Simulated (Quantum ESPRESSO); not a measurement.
## Band energies of NaI

```xyz
2
Lattice="0.0000 3.2003 3.2003 3.2003 0.0000 3.2003 3.2003 3.2003 0.0000" Properties=species:S:1:pos:R:3 pbc="T T T"
Na     0.0000     0.0000     0.0000
I      3.2003     3.2003     3.2003
```

PBEsol (pw.x of Quantum ESPRESSO, ONCV potentials, no spin-orbit coupling); path ΓXWKΓLUWLK,UX; energies in eV from the valence-band maximum.

```csv
k (1/Å),point,band 4,band 5,band 6,band 7,band 8,band 9,band 10,band 11
0.00,Γ,-22.26,-11.15,0.00,0.00,0.00,3.59,7.88,7.88
0.22,,-22.26,-11.10,-0.42,-0.11,-0.11,4.20,7.27,8.19
0.44,,-22.26,-10.98,-1.15,-0.37,-0.37,5.20,6.39,7.61
0.76,,-22.26,-10.77,-1.90,-0.72,-0.72,4.75,5.54,8.99
0.98,X,-22.26,-10.72,-2.05,-0.80,-0.80,4.47,5.38,9.92
1.35,,-22.26,-10.71,-1.74,-1.28,-0.98,5.55,6.62,8.28
1.47,W,-22.26,-10.71,-1.52,-1.52,-1.00,5.88,7.42,7.42
1.59,,-22.26,-10.71,-1.66,-1.43,-0.91,5.70,6.90,7.99
1.82,K,-22.26,-10.72,-1.77,-1.45,-0.65,5.17,6.63,8.70
1.92,,-22.26,-10.73,-1.66,-1.59,-0.56,5.48,7.11,8.21
2.13,,-22.26,-10.80,-1.82,-1.13,-0.35,6.10,6.98,7.41
2.44,,-22.26,-10.99,-1.22,-0.42,-0.10,5.14,7.05,7.81
2.65,,-22.26,-11.11,-0.45,-0.11,-0.02,4.13,7.45,8.04
2.86,Γ,-22.26,-11.15,0.00,0.00,0.00,3.59,7.88,7.88
2.97,,-22.26,-11.14,-0.14,-0.01,-0.01,3.75,7.74,7.93
3.18,,-22.26,-11.05,-0.94,-0.10,-0.10,4.57,7.35,8.09
3.50,,-22.26,-10.86,-2.08,-0.26,-0.26,5.00,7.58,7.58
3.71,L,-22.26,-10.80,-2.34,-0.31,-0.31,4.96,7.42,7.42
4.01,,-22.26,-10.77,-2.12,-0.89,-0.44,5.68,6.65,8.06
4.21,,-22.26,-10.73,-1.80,-1.43,-0.59,5.37,6.92,8.31
4.31,U,-22.26,-10.72,-1.77,-1.45,-0.65,5.17,6.63,8.70
4.54,,-22.26,-10.71,-1.66,-1.43,-0.91,5.70,6.90,7.99
4.66,W,-22.26,-10.71,-1.52,-1.52,-1.00,5.88,7.42,7.42
4.76,,-22.26,-10.72,-1.61,-1.47,-0.92,5.90,7.15,7.51
5.06,,-22.26,-10.77,-2.12,-0.86,-0.47,5.83,6.46,8.09
5.25,,-22.26,-10.80,-2.31,-0.38,-0.32,5.08,7.23,7.50
5.35,L,-22.26,-10.80,-2.34,-0.31,-0.31,4.96,7.42,7.42
5.52,,-22.26,-10.79,-2.26,-0.53,-0.35,5.29,6.96,7.64
5.70,,-22.26,-10.76,-2.05,-1.02,-0.47,5.69,6.71,8.23
5.95,K,-22.26,-10.72,-1.77,-1.45,-0.65,5.17,6.63,8.70
5.95,U,-22.26,-10.72,-1.77,-1.45,-0.65,5.17,6.63,8.70
6.04,,-22.26,-10.72,-1.89,-1.23,-0.71,4.93,6.12,9.12
6.30,X,-22.26,-10.72,-2.05,-0.80,-0.80,4.47,5.38,9.92
```

The PBEsol gap is direct, 3.59 eV at Γ.

Spin-orbit coupling is left out, which matters for elements this heavy: edges can move by tenths of an eV.

Geometry relaxed with PBEsol.
